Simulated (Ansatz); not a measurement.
Rb$_{2}$CrAgF$_{6}$:
```cif
data_AgCrF6Rb2
_chemical_formula_sum 'Rb2 Cr1 Ag1 F6'
_space_group_name_H-M_alt 'P 1'
_space_group_IT_number 1
_cell_length_a 6.08782
_cell_length_b 6.08782
_cell_length_c 6.08782
_cell_angle_alpha 60.000
_cell_angle_beta 60.000
_cell_angle_gamma 60.000
loop_
_space_group_symop_operation_xyz
  'x, y, z'
loop_
_atom_site_label
_atom_site_type_symbol
_atom_site_fract_x
_atom_site_fract_y
_atom_site_fract_z
_atom_site_occupancy
Rb1 Rb 0.25000 0.25000 0.25000 1
Rb2 Rb 0.75000 0.75000 0.75000 1
Cr1 Cr 0.00000 0.00000 0.00000 1
Ag1 Ag 0.50000 0.50000 0.50000 1
F1 F 0.22242 0.22242 0.77758 1
F2 F 0.77758 0.77758 0.22242 1
F3 F 0.77758 0.22242 0.22242 1
F4 F 0.22242 0.77758 0.77758 1
F5 F 0.22242 0.77758 0.22242 1
F6 F 0.77758 0.22242 0.77758 1
```
The run is spin-polarised; directions of the spins, atom by atom: 0 0 ↑ 0 0 0 0 0 0 0.

Relaxed with r²SCAN. Independent-particle spectrum: no excitons, no local fields, no scissors shift; 0.1 eV broadening; ε₁ of the summed bands alone.

### Question
Tabulate the dielectric function from the program Ansatz at the r²SCAN level (PAW).

### Answer


| E (eV) | ε₁ xx | ε₂ xx |
|---|---|---|
| 0.0 | 2.47 | 0.00 |
| 0.4 | 2.47 | 0.00 |
| 0.8 | 2.48 | 0.00 |
| 1.2 | 2.50 | 0.00 |
| 1.6 | 2.53 | 0.00 |
| 2.0 | 2.57 | 0.00 |
| 2.4 | 2.63 | 0.00 |
| 2.8 | 2.73 | 0.00 |
| 3.2 | 2.90 | 0.00 |
| 3.6 | 3.48 | 0.14 |
| 4.0 | 3.09 | 1.06 |
| 4.4 | 1.94 | 1.12 |
| 4.8 | 2.15 | 0.55 |
| 5.2 | 2.54 | 0.14 |
| 5.6 | 3.19 | 1.71 |
| 6.0 | 1.97 | 0.30 |
| 6.4 | 2.68 | 0.16 |
| 6.8 | 3.09 | 0.35 |
| 7.2 | 3.30 | 0.70 |
| 7.6 | 3.71 | 1.47 |
| 8.0 | 1.50 | 2.54 |
| 8.4 | 2.19 | 1.11 |
| 8.8 | 1.35 | 2.62 |
| 9.2 | 1.34 | 1.01 |
| 9.6 | 1.73 | 0.51 |
| 10.0 | 2.56 | 1.41 |
| 10.4 | 2.23 | 0.87 |
| 10.8 | 1.75 | 1.54 |
| 11.2 | 1.69 | 1.09 |
| 11.6 | 1.63 | 1.27 |
| 12.0 | 1.57 | 1.15 |

### Question
From ε at 3.9 eV (xx: 3.22 + 1.06i), find n, k, the normal reflectivity and the absorption coefficient.

### Answer
n = 1.82, k = 0.292, R = 9 %, α = 2kE/ħc = 120000 cm⁻¹.

With all bands, ε∞ without local fields is 2.66.

Space group Fm-3m. The workflow started from a Materials Project entry (that database holds measured and hypothetical structures alike); the Crystallography Open Database copy checked does not list it. Whether it is the stable phase at ambient conditions was not checked. The r²SCAN relaxation kept the symmetry of its start; whether a distortion lowers the energy is not shown. Magnetic state: ferromagnetic, chosen from 3 collinear starts compared on coarse meshes (ties went to the first, and starts can fall back to one state), not a proven ground state. Other orbital occupations within this spin state were not tried. No Hubbard U is applied. Scalar-relativistic: spin–orbit coupling is off unless named, which matters more the heavier the elements.

Potentials: the later of the program's two PAW sets.
